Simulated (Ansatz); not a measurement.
GePd (CsCl type, space group No. 221) at seven volumes, plane-wave PAW PBE (Ansatz code), scaled uniformly. One row is withheld.

```json
[
 {"V (Å³/atom)": "14.561", "P (GPa)": "14.02"},
 {"V (Å³/atom)": "15.042", "P (GPa)": "?"},
 {"V (Å³/atom)": "15.522", "P (GPa)": "3.77"},
 {"V (Å³/atom)": "16.002", "P (GPa)": "0.01"},
 {"V (Å³/atom)": "16.482", "P (GPa)": "-3.16"},
 {"V (Å³/atom)": "16.962", "P (GPa)": "-5.87"},
 {"V (Å³/atom)": "17.442", "P (GPa)": "-8.24"}
]
```

Q: Fit the shown pressures and predict the withheld one.

A: P = (3/2)B₀(x^(7/2) − x^(5/2))[1 + (3/4)(B′ − 4)(x − 1)] with x = (V₀/V)^(2/3). Least squares on the six rows gives V₀ = 16.002 Å³/atom, B₀ = 117 GPa, B′ = 4.94. At V = 15.042, x = 1.0421 and P = 8.44 GPa. The run itself gave 8.25 GPa.

Space group Pm-3m (CsCl type). A made-up cell: these elements were put on the sites of a structure type; neither database checked (COD, Materials Project) lists it. COD files the formula under space group No. 62, so this cell is another polymorph or a model. Its standing as an ambient phase is unchecked. The PBE relaxation kept the symmetry of its start; whether a distortion lowers the energy is not shown. No spin polarisation was allowed.

Potentials: the earlier of the program's two PAW sets.
